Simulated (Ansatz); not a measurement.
Input:

BaTiO3 (space group Amm2)

```
CELL_PARAMETERS angstrom
      3.92309     0.00000     0.00000
      0.00000     2.79408     2.79916
      0.00000    -2.79408     2.79916
ATOMIC_POSITIONS crystal
  Ba 0.00000 0.00175 0.00175
  Ti 0.50000 0.51200 0.51200
  O  0.50000 0.98530 0.49101
  O  0.50000 0.49101 0.98530
  O  0.00000 0.48983 0.48983
```

The atoms are displaced by Q × the pattern below (from a DFPT mode at Γ, largest move 1; Q in Å), at fixed cell.

```csv
atom,x,y,z
Ba1,0.000,-0.399,0.000
Ti2,0.000,0.184,0.000
O3,0.000,0.938,0.038
O4,0.000,0.938,-0.038
O5,0.000,1.000,0.000
```

All values below come from LDA (plane waves to 420 eV, PAW, scalar-relativistic; Ansatz, an electronic-structure program). k mesh 9×8×8 (Γ-centred), Fermi-Dirac smearing 0.05 eV. The energy includes the smearing's −TS. BaTiO3 is run without spin polarisation. BaTiO3 was relaxed with its symmetry unable to fall. This is one of several known forms of BaTiO3; the measured ambient cells at hand have space group No. 99. ΔE is measured from the undisplaced structure.

The scan covers Q from -0.180 to 0.180 Å in 13 points.

Question: Which space group does the distorted structure have?

Answer: Pm (No. 6), lowered from Amm2.

Question: Is this a single well or a double well?

Answer: A single well with its minimum at or next to zero displacement.

Question: Is the energy the same for equal positive and negative displacements?

Answer: Even: the same for both signs.

Question: What is the energy change at Q = 0.180 Å?

Answer: 134.8 meV/cell.

Question: What harmonic wavenumber does the curvature at Q = 0 give?

Answer: 170 cm⁻¹.

(For displaced atoms, the force is minus the slope of the energy, and its curvature is a force constant, which sets phonon frequencies.)
